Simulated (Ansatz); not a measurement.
Zr$_{3}$Ga$_{2}$ in space group P4/mbm (No. 127; Zr on 2a, Zr on 4h, Ga on 4g), the program Ansatz at the PBE level (PAW), all energies at zero smearing, with the estimated change up to a 700 eV cutoff added, with one set of potentials and settings (totals compare only within such a set). Cell of 10 atoms (6 Zr, 4 Ga): -40240.761 eV.

| element | reference phase | E (eV/atom) |
|---|---|---|
| Zr | P6_3/mmc, 2 atoms in the cell | -4183.8611 |
| Ga | Cmce, 4 atoms in the cell | -3783.0259 |

Formation energy per atom, worked out: (-40240.761 − 6×(-4183.8611) − 4×(-3783.0259))/10 = -0.549 eV/atom (-53 kJ per mol of atoms), at 0 K, without zero-point energy or fitted corrections.

The workflow started from a Materials Project entry (that database holds measured and hypothetical structures alike); the Crystallography Open Database files this formula in space group No. 127, but the cells were not matched. Its standing as an ambient phase is unchecked. The PBE relaxation kept the symmetry of its start; its stability against distortions is not shown here. The run is not spin-polarised. The references are the lowest solids computed at this level, not always the standard phases.

Potentials: the earlier of the program's two PAW sets.
